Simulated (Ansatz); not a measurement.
ScAu (CsCl type, Pm-3m) at seven volumes, LDA in the plane-wave PAW code Ansatz, scaled uniformly. One row is withheld.

```json
[
 {"V (Å³/atom)": "16.672", "P (GPa)": "14.81"},
 {"V (Å³/atom)": "17.221", "P (GPa)": "9.05"},
 {"V (Å³/atom)": "17.771", "P (GPa)": "?"},
 {"V (Å³/atom)": "18.320", "P (GPa)": "0.00"},
 {"V (Å³/atom)": "18.870", "P (GPa)": "-3.53"},
 {"V (Å³/atom)": "19.420", "P (GPa)": "-6.52"},
 {"V (Å³/atom)": "19.969", "P (GPa)": "-9.05"}
]
```

Fit the shown pressures and predict the withheld one.

P = (3/2)B₀(x^(7/2) − x^(5/2))[1 + (3/4)(B′ − 4)(x − 1)] with x = (V₀/V)^(2/3). Least squares on the six rows gives V₀ = 18.320 Å³/atom, B₀ = 127 GPa, B′ = 4.46. At V = 17.771, x = 1.0205 and P = 4.14 GPa. The run itself gave 4.16 GPa.

The first step of the workflow began from a Materials Project structure, measured or hypothetical; the Crystallography Open Database files this formula in space group No. 221, but the cells were not matched. Its standing as an ambient phase is unchecked. The LDA relaxation kept the symmetry of its start; of distortions, only those at the zone centre were tested. The run is not spin-polarised. Scalar-relativistic: spin–orbit coupling is off unless named, which matters more the heavier the elements.

Potentials: the later of the program's two PAW sets.
